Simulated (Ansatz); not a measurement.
With r²SCAN in the plane-wave PAW code Ansatz, Zn in the diamond structure (Fd-3m) relaxes to a = 5.693 Å. Zn has 4 nearest neighbours from 2.47 Å (tetrahedral).

Electronic character: metallic (no gap).

An equation-of-state fit gives a bulk modulus of 338 kbar. The relaxed-ion elastic constants in GPa are C11 = 23.3, C12 = 39.4, C44 = -13.5.

The start of the workflow was typed in or built on a structure type; neither database checked (COD, Materials Project) lists it. It is not the phase usual at ambient conditions (space group No. 194). The cell was relaxed with r²SCAN under the symmetry of its start. At this level the phase is mechanically unstable. As this level gives no gap, shear constants depend on the k-mesh and smearing (Fermi–Dirac, 0.1 eV here).

Potentials: the earlier of the program's two PAW sets.
